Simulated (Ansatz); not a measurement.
input.yaml (Ansatz)

```yaml
crystal:
  lattice:
    - [-2.6691206788, 2.6681702138, 1.1379128332]
    - [2.6681702138, -2.6691206788, 1.1379128332]
    - [1.4177455214, 1.4177455214, -1.1396536117]
  atoms:
    - { symbol: Fe, position: [0.9999754054, 2.45946e-05, 1.0], spin: -0.298 }
    - { symbol: Fe, position: [0.7500245946, 0.2499754054, 0.5], spin: -0.298 }
hamiltonian:
  xc: lda
  pseudopotentials:
    kind: paw
    azcp:
      Fe: "pseudopotentials/Fe.paw.azcp"
basis:
  ecutwfc: 420
  fft_grid_basis: typed
kpoints:
  mp_grid: { grid: [18, 18, 17], shift: [0, 0, 0] }
magnetization:
  spin_polarized: true
scf:
  occupations: { method: fermi_dirac, width: 0.05 }
  lower_state_search: "off"
output:
  stress: true
```

and its output:

```
Warning: the record states the generating functional pbe (its physics header spells it `PBE`), which answers neither for hamiltonian.xc's functional nor for the lda family's — results may be inconsistent (PPs are generated against a specific XC)
Engine: ansatz 0.2.0, x86_64-unknown-linux-gnu
Pseudopotentials: kind: paw
Pseudopotential: Fe, paw, valence charge 16, recommended cutoff 420 eV (normal) 
Functional definition: SPW92
  exchange = slater_x
  correlation = pw_c
Crystal: 2 atoms, lattice volume = 17.215 Å³
Basis set: ecut = 420 eV, 341 PW (Γ)
Bands: 21, of which v1, the nominal top of the filled ones, is band 16 counted from 1 (15 counted from 0)
Symmetry: 4 space group operations
Space group: C2/c (ITA 15), of the structure as read, at distance tolerance 2.6e-5 Å
Magnetic group: BNS 15.85 (UNI 92), of the structure as read, at distance tolerance 2.6e-5 Å
k-points: 1459 of 5508
Non-local potential: Fe, projectors of the file, l = 0: 3, l = 1: 2, l = 2: 3, l = 3: 1
PAW form: soft (Blöchl's): semilocal exchange-correlation on the pseudo side does not see the compensation charge
PAW frozen core: Fe, regenerated for the run's functional, and the local potential with it (the file was generated under x = pbe(κ = 0.804, μ = 0.2195149727645171), c = pbe(β = 0.06672455060314922))
PAW one-centre angular grid: Fe, 590 points (default); XC on 64 Gauss nodes
Initial density: superposition of atomic densities (chi_scale 0.1, normalization cell)
Starting moments: Σ|m| = 0.596 μB on 2 of 2 sites
Initial wavefunctions: pseudopotential atomic-orbital guess
Functional: x = slater, c = lda
SCF iter   1: F=—  HF=-8840.060560 eV  |F-HF|=—  |Δ(HF+E_count)|=         —  Δρ=8.70e-2 (↑6.55e-2 ↓8.70e-2)  dr2=2.21e0  dr2_m=3.08e-2  M=-0.364 μB ∫|m|=0.365 μB  β_m=0.30  ethr=3.10e-3  ⟨swp⟩=5.2  Hψ=238916  notcnv=0
SCF iter   2: F=—  HF=-8839.571431 eV  |F-HF|=—  |Δ(HF+E_count)|=   4.89e-1  Δρ=4.24e-2 (↑2.72e-2 ↓4.24e-2)  dr2=4.71e-1  dr2_m=1.66e-2  M=-0.355 μB ∫|m|=0.356 μB  β_m=0.30  ethr=3.10e-3  ⟨swp⟩=3.5  Hψ=120703  notcnv=0  defer=262
SCF iter   3: F=—  HF=-8839.379340 eV  |F-HF|=—  |Δ(HF+E_count)|=   1.92e-1  Δρ=1.15e-2 (↑7.77e-3 ↓1.15e-2)  dr2=1.24e-2  dr2_m=9.84e-3  M=-0.343 μB ∫|m|=0.344 μB  β_m=0.30  ethr=1.47e-3  ⟨swp⟩=2.1  Hψ=95752  notcnv=0  defer=262
SCF iter   4: F=—  HF=-8839.354700 eV  |F-HF|=—  |Δ(HF+E_count)|=   2.46e-2  Δρ=7.83e-3 (↑7.83e-3 ↓5.85e-3)  dr2=6.27e-4  dr2_m=7.10e-3  M=-0.325 μB ∫|m|=0.327 μB  β_m=0.30  ethr=3.86e-5  ⟨swp⟩=3.0  Hψ=145781  notcnv=0  defer=229
SCF iter   5: F=—  HF=-8839.359685 eV  |F-HF|=—  |Δ(HF+E_count)|=   4.98e-3  Δρ=7.38e-3 (↑7.38e-3 ↓4.41e-3)  dr2=1.26e-3  dr2_m=5.26e-3  M=-0.310 μB ∫|m|=0.312 μB  β_m=0.30  ethr=1.96e-6  ⟨swp⟩=2.0  Hψ=117974  notcnv=0  defer=229
SCF iter   6: F=—  HF=-8839.361987 eV  |F-HF|=—  |Δ(HF+E_count)|=   2.30e-3  Δρ=5.95e-3 (↑5.95e-3 ↓4.24e-3)  dr2=4.16e-4  dr2_m=4.04e-3  M=-0.296 μB ∫|m|=0.298 μB  β_m=0.30  ethr=1.96e-6  ⟨swp⟩=2.4  Hψ=104983  notcnv=0  defer=229
SCF iter   7: F=—  HF=-8839.362865 eV  |F-HF|=—  |Δ(HF+E_count)|=   8.78e-4  Δρ=4.84e-3 (↑4.84e-3 ↓4.15e-3)  dr2=7.35e-5  dr2_m=3.18e-3  M=-0.283 μB ∫|m|=0.285 μB  β_m=0.30  ethr=1.30e-6  ⟨swp⟩=1.0  Hψ=62545  notcnv=0  defer=229
...
iter 19 did not close the SCF: its close was put off for a magnetic moment that had not settled (scf_convergence_deferred on its scf_iter line)
SCF iter  19: F=-8839.365309 eV  HF=-8839.365309 eV  |F-HF|=1.01e-8  |Δ(HF+E_count)|=   3.00e-9  Δρ=3.59e-6 (↑3.14e-6 ↓3.59e-6)  dr2=1.18e-8  dr2_m=5.92e-10  M=0.000 μB ∫|m|=0.000 μB  β_m=0.66  ethr=4.93e-11  ⟨swp⟩=2.1  Hψ=214744  notcnv=0
iter 20 did not close the SCF: its close was put off for a magnetic moment that had not settled (scf_convergence_deferred on its scf_iter line)
SCF iter  20: F=-8839.365309 eV  HF=-8839.365309 eV  |F-HF|=2.46e-10  |Δ(HF+E_count)|=   3.36e-9  Δρ=1.04e-6 (↑9.45e-7 ↓1.04e-6)  dr2=3.32e-10  dr2_m=9.63e-11  M=-0.000 μB ∫|m|=0.000 μB  β_m=0.68  ethr=3.68e-11  ⟨swp⟩=2.0  Hψ=189034  notcnv=0
SCF iter  21: F=-8839.365309 eV  HF=-8839.365309 eV  |F-HF|=5.46e-12  |Δ(HF+E_count)|=  3.46e-11  Δρ=2.99e-7 (↑2.99e-7 ↓2.19e-7)  dr2=7.74e-12  dr2_m=4.75e-12  M=0.000 μB ∫|m|=0.000 μB  ethr=1.04e-12  ⟨swp⟩=1.0  Hψ=156639  notcnv=0
WARN: the starting moments were not kept: the SCF closed with an absolute magnetisation of 3.5e-6 μB, where they sum to 0.596 μB in size (2 sites). That is at most 0.1 of that sum. Measured as dr2_m measures the in/out step, that magnetisation stands 1.2e-11 eV from none, at or under the dr2_threshold of 1.0e-7 eV: it is no larger than a step whose dr2_m would equal this threshold. The system may hold no moment; this SCF shows only that its start led to no more than that. To try another start: raise the starting moments (crystal.atoms[].spin, magnetization.per_species, magnetization.initial_magnetization, or on a non-collinear deck that types none of these the spinor_matrix: blocks that start its atoms; where the total moment is fixed, keep their sum and leave initial_magnetization as it is; typed ones take the place of any that the run laid by itself, positive ones on a crystal's lanthanoids without a Hubbard term where scf.initial_density.shell_occupations: [] is typed) or, if the notice of its spin-set hold's release reads "site moments contracting" or "site moments show no strong build", lengthen the hold (scf.mixing.spin_hold: { on: { confirm: 4 } }; for m-r²SCAN on two components see the key's manual first). Each may lead to a state that holds a moment. A second SCF, from the converged charge density, with the starting moments and any scf.initial_density.shell_occupations laid on it anew, would have followed, and was not run: the deck does not ask for one (magnetization.retry_lost_moments is false, the default). To let it run, set magnetization.retry_lost_moments: true and run the deck again, where that key's refused combinations let it; where memory then withholds it, that run's warning says so.
SCF 1 converged in 21 iterations: F = -8839.365309 eV  dr2 = 7.74e-12
SCF converged after 21 iterations
Magnetization: 0.0000 μB (16.0000 up, 16.0000 down)
Absolute magnetization: 0.0000 μB (∫|ρ↑−ρ↓|, with the PAW one-centre terms)
Spin contamination: 0.0000 ħ² per cell (⟨S²⟩ above its minimum at these occupations)
Per-site moments (μB) at R_I (Å): [(1.6635385208489934e-6, 0.9120459406305889), (1.663538521052673e-6, 0.9120459406305889)]
Free energy (F): -8839.365309 eV
Harris-Foulkes:  -8839.365309 eV  (|F-HF|=5.46e-12)
Internal energy: -8839.339773 eV  (E = F + TS)
E sigma→0 (E₀):  -8839.352541 eV
Entropy (-TS):   -0.025535 eV (-12.768 meV/atom)
Fermi energy:    25.300944 eV
--- Per-component energies (eV) ---
  E_band       = -220.879107
  E_kinetic    = 726.913798
  E_local      = -3451.523129  (includes V_loc(G=0)·N_el)
  E_nonlocal   = 435.793917
  E_hartree    = 1487.412706
  E_xc         = -242.379851
  E_vxc        = -313.835652  (∫ρ·V_xc dr)
  E_paw        = -2608.207228  (= ΣΔE_a)
  E_vpaw       = -593.054920  (= ΣTr[D̂ρ^β])
  E_aug_tail   = 0.001492  (compensation charges beyond the density's cutoff)
  E_ewald      = -5188.154550
  E_core_change = 0.803071  (= ΣΔE_core)
  E_smearing   = -0.025535  (= −TS)
  E_closure    = 0.000000  (closes the sum)
  Σ components = -8839.365309   (vs F -8839.365309, Δ=0.00e0)
--- Stress (GPa, compression-positive) ---
       56.314859      -1.075416       0.253665
       -1.075416      56.314859       0.253665
        0.253665       0.253665      53.426269
  P = ⅓ Tr σ = 55.3520 GPa (553.520 kbar)
```

Command:

```sh
ansatz run input.yaml --threads 2 --pin off --max-ram 5120MiB --backend cpu --events-out ev --progress --plain --runs-dir out
```

On 2 threads of Intel(R) Xeon(R) 6975P-C (Granite Rapids) (shared host) this took about 52 s of wall time and 100 s of CPU time, with 1 GiB at the peak.
